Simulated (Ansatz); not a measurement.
SiTe:
```
CELL_PARAMETERS angstrom
      5.02171     0.00000     0.00000
      0.00000     5.02171     0.00000
      0.00000     0.00000     4.00545
ATOMIC_POSITIONS crystal
  Si 0.00000 0.50000 0.34257
  Si 0.50000 0.00000 0.65743
  Te 0.50000 0.50000 0.00000
  Te 0.00000 0.00000 0.00000
```

Relaxed with PBE+D3(BJ). Special points in fractions of this cell's reciprocal vectors: Γ (0.000, 0.000, 0.000); X (0.000, 0.500, 0.000); M (0.500, 0.500, 0.000); Z (0.000, 0.000, 0.500); R (0.000, 0.500, 0.500); A (0.500, 0.500, 0.500).

Problem. List the band energies nearest the Fermi level at these points for PBE+D3(BJ) with spin–orbit coupling (plane waves, PAW; program Ansatz).

Solution. In eV from the Fermi level; about four levels below and three above (degenerate sets whole), none deeper than 8.9 eV; points with the same levels are listed once.

```json
[
 {"k": "Γ", "below": "-1.66 -1.66 -0.07 -0.07", "above": "0.51 0.51 2.42 2.42"},
 {"k": "X", "below": "-0.70 -0.70 -0.70 -0.70", "above": "1.36 1.36 1.36 1.36"},
 {"k": "M", "below": "-0.76 -0.76 -0.76 -0.76", "above": "0.31 0.31 0.31 0.31"},
 {"k": "Z", "below": "-2.10 -2.10 -1.93 -1.93", "above": "0.18 0.18 0.72 0.72"},
 {"k": "R", "below": "-1.73 -1.73 -1.73 -1.73", "above": "0.59 0.59 0.59 0.59"},
 {"k": "A", "below": "-4.39 -4.39 -4.39 -4.39", "above": "0.72 0.72 0.72 0.72"}
]
```

Space group P4/nmm. The start of the workflow was typed in or built on a structure type; neither database checked (COD, Materials Project) lists it. Whether it is the stable phase at ambient conditions was not checked. Symmetry was held in the PBE+D3(BJ) relaxation; its stability against distortions is not shown here. The volume moved by -15 % from the start of the relaxation. Its formation energy is positive at this level, so the cell may be metastable or incomplete.

Potentials: the later of the program's two PAW sets.
